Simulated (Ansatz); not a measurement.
**What DFT gives for V₂Pb₃O₈**

```xyz
13
Lattice="7.5813 0.0000 0.0000 5.2636 5.4563 0.0000 5.2636 2.2359 4.9772" Properties=species:S:1:pos:R:3 pbc="T T T"
Pb    0.0000    0.0000    0.0000
O     6.0663    2.5769    1.6673
O    12.0421    5.1153    3.3098
O     7.5699    3.2156    3.7329
O     8.6546    2.1692    1.4036
O     7.5699    4.7227    1.4036
O    10.5385    4.4766    1.2443
O    10.5385    2.9694    3.5736
O     9.4538    5.5230    3.5736
Pb    3.7666    1.6000    1.0353
Pb   14.3419    6.0922    3.9419
V     7.4607    3.1692    2.0506
V    10.6478    4.5230    2.9266
```

The numbers come from plane-wave PAW DFT (Ansatz): r2SCAN, no spin polarisation, 500 eV, 5×5×5 Γ-centred k points, fermi-dirac occupations (width 0.1 eV). Nothing was relaxed.

Metal or insulator? Give the gap.

The gap on the k mesh is 3.58 eV; the mesh may miss the band edges, so the true gap of this level can be smaller.

What does the stress say?

The pressure is 3.2 GPa (compression positive), so with the atoms held at these fractions the cell would first expand; the forces are large, so a full relaxation may end otherwise. The principal stresses 0.2, 0.2, 9.3 GPa differ, so its shape would change too.

What do density and ELF say about some of the short contacts?

O–V at 1.56 Å: least valence density 2.02 e/Å³ and ELF 0.40 there. Pb–O at 2.58 Å: least valence density 0.24 e/Å³ and ELF 0.11 there, a closed-shell (ionic or weak) contact. These are pseudo-fields; inside the PAW spheres they differ from the all-electron ones.

What is the formation energy?

-1.91 eV an atom against the elements' usual phases (free molecules for gases, crystals otherwise, with no correction for O₂ or N₂), so it is bound against them; other compounds may still compete. Relaxing would lower it.

Origin: a database entry at a rescaled volume. Caveats: no spin polarisation, so a magnetic state may lie lower; an odd or shifted mesh can miss the band edges, so this level's true gap may be smaller; no spin-orbit coupling, which can shift this gap by tenths of an eV; forces this large suggest misplaced atoms in the database entry; atoms or cell far from equilibrium.
